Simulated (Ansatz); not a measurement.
CaZrN₂ in space group Pna2_1 (No. 33; Ca on 4a, Zr on 4a, N on 4a, N on 4a), PBE (plane waves, PAW; program Ansatz). The conduction-band minimum lies on the Y–Γ line, 39 % of the way from Y, with 2 equivalent valleys. Second derivatives d²E/dk² of the lowest band at one valley (eV·Å²), along Cartesian directions:

| direction | d²E/dk² |
|---|---|
| [100] | 7.686 |
| [010] | 9.818 |
| [001] | 7.498 |
| [110] | 8.749 |
| [101] | 7.590 |
| [011] | 8.665 |

Question: Find the principal effective masses, the density-of-states mass and the conductivity mass.

Answer: Off-diagonal terms follow from H_xy = H[110] − (H_xx + H_yy)/2, and m*/mₑ = 7.620 eV·Å² over each eigenvalue: 0.78, 0.99, 1.0. One valley's DOS mass (m₁m₂m₃)^(1/3) = 0.92, conductivity mass 3/(Σ 1/mᵢ) = 0.91 mₑ.

Question: What effective density of states Nc follows at 300 K for parabolic valleys?

Answer: Nc = 2.509e19 × 2 × (0.92)^(3/2) ≈ 4.4e19 cm⁻³.

The start of the workflow was typed in or built on a structure type; neither database checked (COD, Materials Project) lists it. Its standing as an ambient phase is unchecked. Symmetry was held in the PBE relaxation; its stability against distortions is not shown here. No spin polarisation was allowed. Spin–orbit coupling is left out wherever it is not named.

Potentials: the later of the program's two PAW sets.

Edges and masses are those of Kohn–Sham bands, whose gap is no quasiparticle gap.
